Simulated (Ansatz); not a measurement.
The slice is one period of a {100} plane through atoms; its size isn't given.

Level of theory: PBE (plane waves to 420 eV, PAW, scalar-relativistic; Ansatz, a first-principles code). These are valence fields of a PAW run, semicore shells included where kept as valence: close to a nucleus they are smooth pseudo fields.

```
|@@%*+=---:::---=+*%@|
|%%#+==--:::::--==+#%|
|#*+==--:::::::--==+*|
|++==--:::...:::--==+|
|===--:::.....:::--==|
|----:::.......:::---|
|---:::..     ..:::--|
|--:::..       ..:::-|
|::::...       ...:::|
|::::...       ...:::|
|::::...       ...:::|
|--:::..       ..:::-|
|---:::..     ..:::--|
|----:::.......:::---|
|===--:::.....:::--==|
|++==--:::...:::--==+|
|#*+==--:::::::--==+*|
|%%#+==--:::::--==+#%|
|@@%*+=---:::---=+*%@|
|@@%#+=---:::---=+#%@|
```
Scale: ten equal steps from -1.54 (start of ' ') to 1.67 (end of '@'), in the order ' .:-=+*#%@'. Values: log₁₀ of the valence density in e/Å³. The map has 20 points along u (one character each, u = 0 at the left) and 20 along v (v = 0 in the bottom row). The scale is logarithmic, as a density can span decades between atoms and voids.

```
|xxxxxx==%%@@@@@@%%**++**%%@@@@@@%%==xxxx|
|xxxx--**%%@@@@%%##++++++##%%@@@@%%**--xx|
|====**##%%%%%%##**==--==**##%%%%%%##**==|
|##%%%%%%%%%%##++==--::--==++##%%%%%%%%%%|
|@@@@@@%%%%##++==::......::==++##%%%%@@@@|
|@@@@@@%%##++--::..      ..::--++##%%@@@@|
|@@@@%%##++==::..          ..::==++##%%@@|
|%%%%##**==::..              ..::==**##%%|
|****++==--..                  ..--==++**|
|**++++--::..                  ..::--++++|
|****++==--..                  ..--==++**|
|%%%%##**==::..              ..::==**##%%|
|@@@@%%##++==::..          ..::==++##%%@@|
|@@@@@@%%##++--::..      ..::--++##%%@@@@|
|@@@@@@%%%%##++==::......::==++##%%%%@@@@|
|##%%%%%%%%%%##++==--::--==++##%%%%%%%%%%|
|====**##%%%%%%##**==--==**##%%%%%%##**==|
|xxxx--**%%@@@@%%##++++++##%%@@@@%%**--xx|
|xxxxxx==%%@@@@@@%%**++**%%@@@@@@%%==xxxx|
|xxxxxx==##@@@@@@%%******%%@@@@@@##==xxxx|
```
Scale: ten equal steps from 0.01 (start of ' ') to 0.67 (end of '@'), in the order ' .:-=+*#%@'. Values: electron localisation function (ELF). The map has 20 points along u (two characters each, u = 0 at the left) and 20 along v (v = 0 in the bottom row). Points within 0.4 Å of a nucleus are blanked (x), as the pseudised field means little there.

### Question
Which relaxed crystal do these maps come from?
(A) CdTe (zinc blende)
(B) CdSe (zinc blende)
(C) BAs (zinc blende)

### Answer
C, BAs (zinc blende). Atoms on the slice: As at (0.00, 0.00)

All were relaxed with their symmetry unable to fall. Spin-orbit coupling is left out. The PAW data are Ansatz's earlier set.
